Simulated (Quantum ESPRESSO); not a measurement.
# Where does Ge sit best among Si sites?

Calculated results; nothing here was measured. They come from pw.x of Quantum ESPRESSO 7.5, a plane-wave density functional program, with PseudoDojo standard norm-conserving files (v0.5 for PBE, v0.4.1 for LDA and PBEsol). The cells are made up: elements, strain and atom displacements were drawn at random, and nothing was relaxed. There is no spin polarisation, spin-orbit coupling or dispersion term.

The cell has 8 sites of a zincblende or diamond lattice. Sites 1 to 4 hold Si Si empty Si; sites 5 to 8 hold X X X X. Cell vectors in Å: (5.409, 0.019, 0.002); (0.019, 5.223, 0.048); (0.002, 0.048, 5.256). Settings: PBE, cutoff 1061 eV, 6 x 6 x 6 k mesh shifted by half a step, Fermi-Dirac smearing of 0.1 eV.

In each run one of the sites marked X holds Ge and the others hold Si; cell and positions stay the same. E is the free energy of the cell.

| site of the guest | first shell | mean distance (Å) | E above the lowest (eV) | P (GPa) | force on the guest (eV/Å) |
| --- | --- | --- | --- | --- | --- |
| 5 | Si3 | 2.373 | 0.000 | 6.86 | 0.962 |
| 6 | Si3 | 2.221 | 0.258 | 7.09 | 2.098 |
| 7 | Si3 | 2.248 | 0.241 | 7.10 | 3.744 |
| 8 | Si3 | 2.329 | 0.076 | 6.92 | 1.759 |

A rerun of one of these cells at 1347 eV and k mesh 8 x 8 x 8 moved values by no more than 0.009 eV in the cell's energy, 0.05 GPa in stress and 0.008 eV/Å in force.

## Reading the table

Site 5 is lowest, by 0.076 eV, over three times the rerun's bound. A straight line of energy against the mean distance has a slope of -1.8 ± 0.2 eV/Å, so the guest costs less on the roomier sites. The positions are random and not relaxed, so the differences hold for this frozen cell and are not site preferences of a real crystal.